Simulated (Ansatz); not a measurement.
In$_{2}$O$_{3}$:
```yaml
crystal:
  lattice:
    - [-5.14413, 5.14413, 5.14413]
    - [5.14413, -5.14413, 5.14413]
    - [5.14413, 5.14413, -5.14413]
  atoms:
    - { symbol: In, position: [0.28381, 0.53381, 0.75000] }
    - { symbol: In, position: [0.71619, 0.46619, 0.25000] }
    - { symbol: In, position: [0.21619, 0.96619, 0.25000] }
    - { symbol: In, position: [0.78381, 0.03381, 0.75000] }
    - { symbol: In, position: [0.75000, 0.28381, 0.53381] }
    - { symbol: In, position: [0.25000, 0.71619, 0.46619] }
    - { symbol: In, position: [0.25000, 0.21619, 0.96619] }
    - { symbol: In, position: [0.75000, 0.78381, 0.03381] }
    - { symbol: In, position: [0.53381, 0.75000, 0.28381] }
    - { symbol: In, position: [0.46619, 0.25000, 0.71619] }
    - { symbol: In, position: [0.96619, 0.25000, 0.21619] }
    - { symbol: In, position: [0.03381, 0.75000, 0.78381] }
    - { symbol: In, position: [0.00000, 0.50000, 0.00000] }
    - { symbol: In, position: [0.00000, 0.00000, 0.50000] }
    - { symbol: In, position: [0.50000, 0.50000, 0.50000] }
    - { symbol: In, position: [0.50000, 0.00000, 0.00000] }
    - { symbol: O, position: [0.53685, 0.77213, 0.54424] }
    - { symbol: O, position: [0.46315, 0.22787, 0.45576] }
    - { symbol: O, position: [0.72789, 0.99262, 0.95576] }
    - { symbol: O, position: [0.27211, 0.00738, 0.04424] }
    - { symbol: O, position: [0.96315, 0.50738, 0.23527] }
    - { symbol: O, position: [0.03685, 0.49262, 0.76473] }
    - { symbol: O, position: [0.77211, 0.72787, 0.26473] }
    - { symbol: O, position: [0.22789, 0.27213, 0.73527] }
    - { symbol: O, position: [0.54424, 0.53685, 0.77213] }
    - { symbol: O, position: [0.45576, 0.46315, 0.22787] }
    - { symbol: O, position: [0.95576, 0.72789, 0.99262] }
    - { symbol: O, position: [0.04424, 0.27211, 0.00738] }
    - { symbol: O, position: [0.23527, 0.96315, 0.50738] }
    - { symbol: O, position: [0.76473, 0.03685, 0.49262] }
    - { symbol: O, position: [0.26473, 0.77211, 0.72787] }
    - { symbol: O, position: [0.73527, 0.22789, 0.27213] }
    - { symbol: O, position: [0.77213, 0.54424, 0.53685] }
    - { symbol: O, position: [0.22787, 0.45576, 0.46315] }
    - { symbol: O, position: [0.99262, 0.95576, 0.72789] }
    - { symbol: O, position: [0.00738, 0.04424, 0.27211] }
    - { symbol: O, position: [0.50738, 0.23527, 0.96315] }
    - { symbol: O, position: [0.49262, 0.76473, 0.03685] }
    - { symbol: O, position: [0.72787, 0.26473, 0.77211] }
    - { symbol: O, position: [0.27213, 0.73527, 0.22789] }
```

Relaxed with PBE. Special points in fractions of this cell's reciprocal vectors: Γ (0.000, 0.000, 0.000); H (0.500, -0.500, 0.500); N (0.000, 0.000, 0.500); P (0.250, 0.250, 0.250).

List the band energies nearest the valence-band maximum at these points for the program Ansatz at the PBE level (PAW).

In eV from the valence-band maximum; about four levels below and three above (degenerate sets whole), none deeper than 8.9 eV; points with the same levels are listed once.

| k | below | above |
|---|---|---|
| Γ | -0.23 -0.23 -0.23 0.00 0.00 0.00 | 0.94 5.22 5.22 5.22 |
| H | -0.21 -0.21 -0.21 -0.14 | 3.89 3.89 3.89 |
| N | -0.13 -0.13 -0.03 -0.03 | 3.01 3.01 4.69 4.69 |
| P | -0.09 -0.09 -0.09 -0.09 | 3.60 3.60 3.60 3.60 |

Space group Ia-3 (bixbyite). The PBE relaxation kept the symmetry of its start. Scalar-relativistic: spin–orbit coupling is off unless named, which matters more the heavier the elements.

Potentials: the earlier of the program's two PAW sets.
